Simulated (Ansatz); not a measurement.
A generated cell, not matched to a known phase here, of Mg$_{3}$Ir$_{2}$: P-3m1 (No. 164), hP5; a = b = 4.4407 Å, c = 5.2634 Å, α = β = 90.00°, γ = 120.00°; Ir 2d (0.333, 0.667, 0.121); Mg 1a (0.000, 0.000, 0.000); Mg 2d (0.667, 0.333, 0.370). Calculation: r2SCAN (plane waves to 500 eV, PAW, scalar-relativistic; Ansatz, a program for electronic structure). Element references, the lowest calculated here: Mg (P6₃/mmc), Ir (Fm-3m).

Predict the formation energy of this P-3m1 form of Mg3Ir2 from the elements from r2SCAN.

-0.16 eV/atom.

A lower structure of this composition may exist, and whether it forms at all is not checked here.

Static energies, no anion corrections, no zero-point energy. Values are rounded to 0.01 eV/atom. Not shown to be the ambient phase of their composition (a lower form may be missing, and a cell relaxed within its start's symmetry can be a saddle point): Mg3Ir2 (P-3m1). Spin-orbit coupling is missing from these energies, which matters for elements this heavy. The compounds carry no spin polarisation.
